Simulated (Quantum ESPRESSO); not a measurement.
## Band energies of Cs$_{2}$NaYF$_{6}$

```
Cs2NaYF6
1.0
    0.00000     4.60070     4.60070
    4.60070     0.00000     4.60070
    4.60070     4.60070     0.00000
F Na Y Cs
6 1 1 2
Direct
  0.76072   0.76072   0.23928
  0.23928   0.23928   0.76072
  0.23928   0.76072   0.76072
  0.76072   0.23928   0.23928
  0.76072   0.23928   0.76072
  0.23928   0.76072   0.23928
  0.50000   0.50000   0.50000
  0.00000   0.00000   0.00000
  0.25000   0.25000   0.25000
  0.75000   0.75000   0.75000
```

norm-conserving PBEsol (Quantum ESPRESSO, 88 Ry, no spin-orbit coupling); path ΓXWKΓLUWLK,UX; energies in eV from the valence-band maximum.

| k (1/Å) | point | band 36 | band 37 | band 38 | band 39 | band 40 | band 41 | band 42 | band 43 |
|---|---|---|---|---|---|---|---|---|---|
| 0.00 | Γ | -0.09 | -0.09 | 0.00 | 0.00 | 0.00 | 6.73 | 8.06 | 8.06 |
| 0.23 |  | -0.14 | -0.14 | -0.04 | -0.04 | 0.00 | 7.12 | 8.06 | 8.06 |
| 0.46 |  | -0.22 | -0.22 | -0.14 | -0.14 | -0.01 | 7.96 | 8.17 | 8.17 |
| 0.68 | X | -0.26 | -0.26 | -0.22 | -0.22 | -0.01 | 8.22 | 8.24 | 8.24 |
| 0.68 | W | -0.34 | -0.28 | -0.28 | -0.08 | -0.08 | 8.22 | 8.22 | 8.24 |
| 0.92 | K | -0.26 | -0.24 | -0.21 | -0.18 | -0.04 | 8.18 | 8.22 | 8.24 |
| 1.11 |  | -0.31 | -0.23 | -0.13 | -0.12 | -0.08 | 8.08 | 8.18 | 8.23 |
| 1.29 |  | -0.21 | -0.18 | -0.07 | -0.06 | -0.06 | 7.63 | 8.08 | 8.13 |
| 1.47 |  | -0.13 | -0.11 | -0.03 | -0.02 | -0.01 | 6.98 | 8.05 | 8.06 |
| 1.65 | Γ | -0.09 | -0.09 | 0.00 | 0.00 | 0.00 | 6.73 | 8.06 | 8.06 |
| 1.85 |  | -0.12 | -0.12 | -0.03 | -0.03 | -0.02 | 7.03 | 8.06 | 8.07 |
| 2.04 |  | -0.16 | -0.16 | -0.08 | -0.08 | -0.08 | 7.78 | 8.09 | 8.09 |
| 2.24 | L | -0.18 | -0.18 | -0.12 | -0.12 | -0.12 | 8.10 | 8.10 | 8.24 |
| 2.45 |  | -0.27 | -0.21 | -0.15 | -0.13 | -0.08 | 8.11 | 8.16 | 8.24 |
| 2.66 | U | -0.26 | -0.24 | -0.21 | -0.18 | -0.04 | 8.18 | 8.22 | 8.24 |
| 2.66 | W | -0.34 | -0.28 | -0.28 | -0.08 | -0.08 | 8.22 | 8.22 | 8.24 |
| 2.78 |  | -0.32 | -0.26 | -0.24 | -0.09 | -0.09 | 8.19 | 8.21 | 8.24 |
| 2.90 |  | -0.29 | -0.23 | -0.18 | -0.10 | -0.09 | 8.13 | 8.17 | 8.24 |
| 3.02 |  | -0.21 | -0.20 | -0.13 | -0.11 | -0.11 | 8.10 | 8.13 | 8.24 |
| 3.14 | L | -0.18 | -0.18 | -0.12 | -0.12 | -0.12 | 8.10 | 8.10 | 8.24 |
| 3.28 |  | -0.22 | -0.20 | -0.13 | -0.12 | -0.09 | 8.10 | 8.13 | 8.24 |
| 3.42 |  | -0.28 | -0.23 | -0.16 | -0.15 | -0.06 | 8.14 | 8.19 | 8.24 |
| 3.56 | K | -0.26 | -0.24 | -0.21 | -0.18 | -0.04 | 8.18 | 8.22 | 8.24 |
| 3.56 | U | -0.26 | -0.24 | -0.21 | -0.18 | -0.04 | 8.18 | 8.22 | 8.24 |
| 3.68 |  | -0.26 | -0.24 | -0.23 | -0.23 | -0.02 | 8.21 | 8.24 | 8.24 |
| 3.80 | X | -0.26 | -0.26 | -0.22 | -0.22 | -0.01 | 8.22 | 8.24 | 8.24 |

The PBEsol gap is direct, 6.73 eV at Γ. Another valence extremum on the path lies within 0.02 eV, too close to call.

Geometry of the Materials Project entry, not relaxed at this level.
